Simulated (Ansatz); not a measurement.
In₂O₃:
Space group C2/c (No. 15); a = 10.081 Å, b = 6.609 Å, c = 5.876 Å, α = 90.00°, β = 115.68°, γ = 90.00°

| atom | site | symmetry | x | y | z |
|---|---|---|---|---|---|
| In | 8f | 1 | 0.3378 | 0.1027 | 0.4047 |
| O | 8f | 1 | 0.2125 | 0.0946 | 0.6219 |
| O | 4e | 2 | 0.0000 | 0.5405 | 0.2500 |
(The calculation used a cell of 10 atoms; values per cell refer to that cell.)

Relaxed with r²SCAN. 

Problem. HSE06 on this cell (Ansatz, a program for electronic structure, PAW) gives a gap of 2.71 eV. What does r²SCAN give?

Solution. 1.74 eV.

Cost on shared cores: the r²SCAN run (SCF on a 5×5×5 mesh, then bands and DOS) roughly 8 core-minutes, the HSE06 run (SCF on 3×3×3, then a few points) about 4 core-minutes (a rough figure); the tasks are unlike.

The start of the workflow was typed in or built on a structure type; neither database checked (COD, Materials Project) lists it. It is not the phase usual at ambient conditions (space group No. 206). The r²SCAN relaxation kept the symmetry of its start; whether a distortion lowers the energy is not shown. Scalar-relativistic: spin–orbit coupling is off unless named, which matters more the heavier the elements.

Potentials: the earlier of the program's two PAW sets. The files were generated under PBE; for other functionals the program regenerates the frozen cores, and for LDA and PBEsol the local potential too.

Ansatz is a plane-wave DFT program.
